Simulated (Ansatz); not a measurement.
AlCu:
```cif
data_AlCu
_chemical_formula_sum 'Al1 Cu1'
_space_group_name_H-M_alt 'P 1'
_space_group_IT_number 1
_cell_length_a 2.95675
_cell_length_b 2.95675
_cell_length_c 2.95675
_cell_angle_alpha 90.000
_cell_angle_beta 90.000
_cell_angle_gamma 90.000
loop_
_space_group_symop_operation_xyz
  'x, y, z'
loop_
_atom_site_label
_atom_site_type_symbol
_atom_site_fract_x
_atom_site_fract_y
_atom_site_fract_z
_atom_site_occupancy
Al1 Al 0.00000 0.00000 0.00000 1
Cu1 Cu 0.50000 0.50000 0.50000 1
```

Relaxed with r²SCAN.

Q: Tabulate the valence density and the electron localisation function along the shortest Cu–Cu contact (2.96 Å), DFT-r²SCAN in the program Ansatz with PAW potentials.

A: 

| distance from Cu (Å) | density (e/Å³) | ELF |
|---|---|---|
| 0.30 | 30.49 | 0.72 |
| 0.44 | 12.21 | 0.45 |
| 0.59 | 4.29 | 0.27 |
| 0.74 | 1.55 | 0.20 |
| 0.89 | 0.61 | 0.17 |
| 1.03 | 0.34 | 0.16 |
| 1.18 | 0.25 | 0.21 |
| 1.33 | 0.21 | 0.28 |
| 1.48 | 0.20 | 0.31 |
| 1.63 | 0.21 | 0.28 |
| 1.77 | 0.25 | 0.21 |
| 1.92 | 0.34 | 0.16 |
| 2.07 | 0.61 | 0.17 |
| 2.22 | 1.55 | 0.20 |
| 2.37 | 4.29 | 0.27 |
| 2.51 | 12.21 | 0.45 |
| 2.66 | 30.49 | 0.72 |

The density is the valence pseudo-density with augmentation charge, so density and ELF within about 1 Å of a nucleus are not all-electron values.

Space group Pm-3m (CsCl type). The first step of the workflow began from a Materials Project structure, measured or hypothetical; the Crystallography Open Database copy checked does not list it. COD files the formula under space group No. 12. Whether it is the stable phase at ambient conditions was not checked. Symmetry was held in the r²SCAN relaxation. At this level the phase is mechanically unstable. The run is not spin-polarised.

Potentials: the later of the program's two PAW sets.
